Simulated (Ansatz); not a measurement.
In:
```
CELL_PARAMETERS angstrom
     -1.60951     1.60951     2.51061
      1.60951    -1.60951     2.51061
      1.60951     1.60951    -2.51061
ATOMIC_POSITIONS crystal
  In 0.00000 0.00000 0.00000
```

Relaxed with PBE+D3(BJ). Special points in fractions of this cell's reciprocal vectors: Γ (0.000, 0.000, 0.000); X (0.000, 0.000, 0.500); P (0.250, 0.250, 0.250); N (0.000, 0.500, 0.000); M (0.500, 0.500, -0.500); S (0.353, 0.647, -0.353); S0 (-0.353, 0.353, 0.353); R (-0.205, 0.205, 0.500); G (0.500, 0.500, -0.205).

Task: List the band energies nearest the Fermi level at these points for PBE+D3(BJ) in the plane-wave PAW code Ansatz.

Result: In eV from the Fermi level; about four levels below and three above (degenerate sets whole), none deeper than 8.9 eV; … stands for higher levels left out; points with the same levels are listed once.

```csv
k,below,above
Γ,–,10.59 10.59 10.79
X,-1.89 -1.49,3.37 3.95 …
P,-1.11 -0.06 -0.06,1.83 …
N,-4.30 -3.40,7.23 9.46 …
M,-3.21 -2.84,4.98 4.98 …
S,-2.63 -1.24 -0.69,6.54 …
R,-1.66 -0.30,0.22 1.31 …
```

Space group I4/mmm (body-centred tetragonal). Symmetry was held in the PBE+D3(BJ) relaxation. The pairwise dispersion correction was not fitted to metals. Scalar-relativistic: spin–orbit coupling is off unless named, which matters more the heavier the elements.

Potentials: the later of the program's two PAW sets.
